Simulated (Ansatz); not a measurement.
**Ti5Re3 (Im-3m) at 2 levels of theory**

One geometry, relaxed with PBE; plane waves with PAW potentials in Ansatz, scalar-relativistic. Collinear spin in the rows r2SCAN; the others have none, so their zero moments are imposed. Gaps are the least over mesh and band path; pressure is positive in compression.

```cif
data_structure
_symmetry_space_group_name_H-M 'Im-3m'
_symmetry_Int_Tables_number 229
_cell_length_a 6.2844
_cell_length_b 6.2844
_cell_length_c 6.2844
_cell_angle_alpha 90.000
_cell_angle_beta 90.000
_cell_angle_gamma 90.000
_cell_volume 248.20
loop_
_atom_site_label
_atom_site_type_symbol
_atom_site_symmetry_multiplicity
_atom_site_Wyckoff_symbol
_atom_site_fract_x
_atom_site_fract_y
_atom_site_fract_z
_atom_site_occupancy
Ti1 Ti 2 a 0.00000 0.00000 0.00000 1
Ti2 Ti 8 c 0.25000 0.25000 0.75000 1
Re1 Re 6 b 0.50000 0.00000 0.00000 1
```

| level | cutoff (eV) | k mesh | gap (eV) | pressure (GPa) | largest moment (μB) |
| --- | --- | --- | --- | --- | --- |
| PBE | 420 | 8×8×8 | 0 | 0.0 | 0.00 |

Q: What comes out on the same cell with r2SCAN?

A:
```csv
level,cutoff (eV),k mesh,gap (eV),pressure (GPa),largest moment (μB)
r2SCAN,500,8×8×8,0,-2.0,0.80
```

The state reached may not be the lowest one. Spin-orbit coupling matters for the bands of heavy elements and is left out.

The cell was found from a structure generator's guess, not taken from experiment.
